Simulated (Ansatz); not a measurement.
PbTe (rock salt), conventional cell a = 6.5347 Å, b = 6.5347 Å, c = 6.5347 Å, α = 90.00°, β = 90.00°, γ = 90.00°. The calculation uses the primitive cell of 2 atoms, to which meshes and values per cell refer.

The relaxed cell is deformed in two ways at once: its volume V is scaled, and at that volume it is stretched along z (the c axis of the conventional cell) so that c/a changes. Fractional atomic positions are held.

All values below come from r2SCAN (plane waves to 500 eV, PAW, scalar-relativistic; Ansatz, a program for electronic structure). k mesh 9×9×9 (Γ-centred), Fermi-Dirac smearing 0.05 eV. The energy includes the smearing's −TS. PbTe was relaxed with its symmetry unable to fall. Spin-orbit coupling is left out, though Pb and Te are heavy.

Changes of ΔE (eV/atom) from the point V/V₀ = 1.000, (c/a)/(c/a)₀ = 1.000 when one coordinate moves alone (two changes are said to add if the coupling is within 5 % of the smaller one, nearly so within 20 %):

```tsv
point	change
V/V₀ = 1.000, (c/a)/(c/a)₀ = 0.960	0.01379
V/V₀ = 1.000, (c/a)/(c/a)₀ = 0.973	0.00594
V/V₀ = 1.000, (c/a)/(c/a)₀ = 0.987	0.00144
V/V₀ = 0.960, (c/a)/(c/a)₀ = 1.000	0.00786
V/V₀ = 0.973, (c/a)/(c/a)₀ = 1.000	0.00340
V/V₀ = 0.987, (c/a)/(c/a)₀ = 1.000	0.00082
V/V₀ = 1.013, (c/a)/(c/a)₀ = 1.000	0.00081
V/V₀ = 1.027, (c/a)/(c/a)₀ = 1.000	0.00313
V/V₀ = 1.040, (c/a)/(c/a)₀ = 1.000	0.00686
V/V₀ = 1.000, (c/a)/(c/a)₀ = 1.013	0.00135
V/V₀ = 1.000, (c/a)/(c/a)₀ = 1.027	0.00525
V/V₀ = 1.000, (c/a)/(c/a)₀ = 1.040	0.01146
```

Problem. Do the two effects add at V/V₀ = 1.027, (c/a)/(c/a)₀ = 1.040? Give the computed change.

Solution. The sum of the single changes is 0.00313 + (0.01146) = 0.01459; the calculation gives 0.01350, so the coupling contributes -0.00109 (over 20 % of the smaller single change, not additive).

Problem. What is the change at V/V₀ = 1.027, (c/a)/(c/a)₀ = 0.973, where both move, and how far is it from the sum?

Solution. The sum of the single changes is 0.00313 + (0.00594) = 0.00907; the calculation gives 0.00852, so the coupling contributes -0.00055 (under 20 % of the smaller single change, nearly additive).

(A scan under strain: stresses follow from slopes of the energy per volume, elastic moduli from its curvatures.)
